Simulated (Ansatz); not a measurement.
The numbers come from plane-wave PAW DFT (Ansatz): r2SCAN, no spin polarisation, 500 eV, 8×8×8 Γ-centred k points, fermi-dirac occupations (width 0.1 eV). Nothing was relaxed.

Computed maps in the lattice plane spanned by a (left to right, 4.27 Å, 13 points from zero) and b (bottom to top, 4.27 Å, 13 points from zero), 90° apart, at height 0.000 along c. The fields are smooth PAW ones with compensation charges, not the true ones near nuclei.

Valence density. Digits on a logarithmic scale: 0 up to 0.03 e/Å³, each further digit a factor of 1.6, 9 from 1.3 e/Å³ up:
```
9997799997799
9985579975589
7754345543457
7753222222357
9974211112479
9995212212599
9995212212599
9974211112479
7753222222357
7754345543457
9985579975589
9997799997799
9997799997799
```

**Question.** The cell is Tl2AgF4. Which atoms lie within 0.2 Å of this plane, and where (fractions of a and b)?

**Answer.** F at (0.50, 0.00), F at (0.00, 0.50), Ag at (0.00, 0.00). The whole cell:
```xyz
7
Lattice="0.0000 4.2662 0.0000 4.2662 0.0000 0.0000 2.1331 2.1331 -6.6084" Properties=species:S:1:pos:R:3 pbc="T T T"
F     2.1331    2.1331   -4.6259
F     4.2662    4.2662   -1.9825
Tl    2.1331    2.1331   -1.8504
Tl    4.2662    4.2662   -4.7580
F     0.0000    2.1331    0.0000
F     2.1331    0.0000    0.0000
Ag    0.0000    0.0000    0.0000
```

Origin: a known structure type with other elements, at an estimated volume, so it need not be a known compound. Caveats: many states at the Fermi level without spin polarisation, so a magnetic state may lie lower; atoms or cell far from equilibrium.
